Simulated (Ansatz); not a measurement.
Pd (fcc, Cu type)

Space group Fm-3m (No. 225); a = b = c = 3.8757 Å, α = β = γ = 90.00°

```tsv
atom	site	symmetry	x	y	z
Pd	4a	m-3m	0.0000	0.0000	0.0000
```
(The calculation used a cell of 1 atom; values per cell refer to that cell.)

Equation-of-state scan: isotropic scaling of the cell above, V₀ being its volume. Symmetry pins the atoms to their sites.

Method: PBEsol (plane waves to 420 eV, PAW, scalar-relativistic; Ansatz, a first-principles code). k mesh 21×21×21 (Γ-centred), Fermi-Dirac smearing 0.05 eV. E stands for the smeared free energy. Stress and pressure are positive under compression. Pd is run without spin polarisation. Pd was relaxed with its symmetry unable to fall. The zero of ΔE is the relaxed starting cell.

Q: Predict the ΔE (meV/atom) and P (GPa) at V/V₀ = 0.950, 0.975, 1.025, 1.050, 1.075, 1.100.

A: 
```
V/V₀   ΔE (meV/atom)  P (GPa)
-----  -------------  -------
0.950             26     12.0
0.975              6      5.5
1.025              5     -4.7
1.050             21     -8.7
1.075             45    -12.1
1.100             75    -15.0
```

(Under strain, the slope of the energy per volume gives the stress and its curvature an elastic modulus.)
